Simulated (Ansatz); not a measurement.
GePt:
```
CELL_PARAMETERS angstrom
      5.83662     0.00000     0.00000
      0.00000     3.75221     0.00000
      0.00000     0.00000     6.16408
ATOMIC_POSITIONS crystal
  Ge 0.81352 0.75000 0.58826
  Ge 0.18648 0.25000 0.41174
  Ge 0.68648 0.25000 0.08826
  Ge 0.31352 0.75000 0.91174
  Pt 0.00163 0.75000 0.19247
  Pt 0.99837 0.25000 0.80753
  Pt 0.49837 0.25000 0.69247
  Pt 0.50163 0.75000 0.30753
```

Relaxed with PBE. Special points in fractions of this cell's reciprocal vectors: Γ (0.000, 0.000, 0.000); X (0.500, 0.000, 0.000); S (0.500, 0.500, 0.000); Y (0.000, 0.500, 0.000); Z (0.000, 0.000, 0.500); U (0.500, 0.000, 0.500); R (0.500, 0.500, 0.500); T (0.000, 0.500, 0.500).

### Question
List the band energies nearest the Fermi level at these points for PBE (plane waves, PAW; program Ansatz).

### Answer
In eV from the Fermi level; about four levels below and three above (degenerate sets whole), none deeper than 8.9 eV; points with the same levels are listed once.

```
k                    below                above
-  -----------------------  -------------------
Γ  -2.36 -1.41 -1.34 -0.94       0.61 0.75 2.94
X  -2.39 -2.39 -0.08 -0.08  1.31 1.31 2.21 2.21
S  -1.82 -1.82 -1.82 -1.82  0.55 0.55 0.55 0.55
Y  -1.54 -1.54 -0.18 -0.18  1.99 1.99 2.09 2.09
Z  -1.77 -1.77 -0.03 -0.03  1.07 1.07 1.77 1.77
U  -2.77 -2.77 -1.30 -1.30  0.66 0.66 1.68 1.68
R  -2.38 -2.38 -2.38 -2.38  2.37 2.37 2.37 2.37
T  -2.38 -2.38 -2.08 -2.08  0.45 0.45 0.92 0.92
```

Space group Pnma. The PBE relaxation kept the symmetry of its start. The run is not spin-polarised. Scalar-relativistic: spin–orbit coupling is off unless named, which matters more the heavier the elements.

Potentials: the earlier of the program's two PAW sets.
